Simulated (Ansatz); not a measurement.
Input:

LaInO$_{3}$:
```
LaInO3
1.0
    5.94971     0.00000     0.00000
    0.00000     8.25075     0.00000
    0.00000     0.00000     5.73493
La In O
4 4 12
Cartesian
  5.63228   2.06269   0.08865
  0.31743   6.18806   5.64628
  3.29228   6.18806   2.95611
  2.65743   2.06269   2.77882
  0.00000   0.00000   2.86746
  2.97485   0.00000   0.00000
  2.97485   4.12537   0.00000
  0.00000   4.12537   2.86746
  0.26616   2.06269   3.51507
  5.68355   6.18806   2.21986
  2.70869   6.18806   0.64761
  3.24102   2.06269   5.08732
  1.17977   0.49293   1.12425
  4.76994   7.75782   4.61068
  1.79509   7.75782   3.99172
  4.15462   0.49293   1.74321
  4.15462   3.63244   1.74321
  1.79509   4.61831   3.99172
  4.76994   4.61831   4.61068
  1.17977   3.63244   1.12425
```

This is the r²SCAN-relaxed structure.

All from DFT-r²SCAN in the program Ansatz with PAW potentials, unless another level is named. Estimate the HSE06 gap on the r²SCAN cell.

4.31 eV.

And the electron effective mass?

0.41, 0.50, 0.50 mₑ (principal values).

Next, the band gap?

3.50 eV (direct).

And the hole effective mass?

0.53, 1.2, 4.9 mₑ (principal values).

Space group Pnma. The workflow started from a Materials Project entry (that database holds measured and hypothetical structures alike); the Crystallography Open Database files this formula in space group No. 62, but the cells were not matched. Whether it is the stable phase at ambient conditions was not checked. The cell was relaxed with r²SCAN under the symmetry of its start; its stability against distortions is not shown here. Spin–orbit coupling is left out wherever it is not named.

Potentials: the later of the program's two PAW sets.
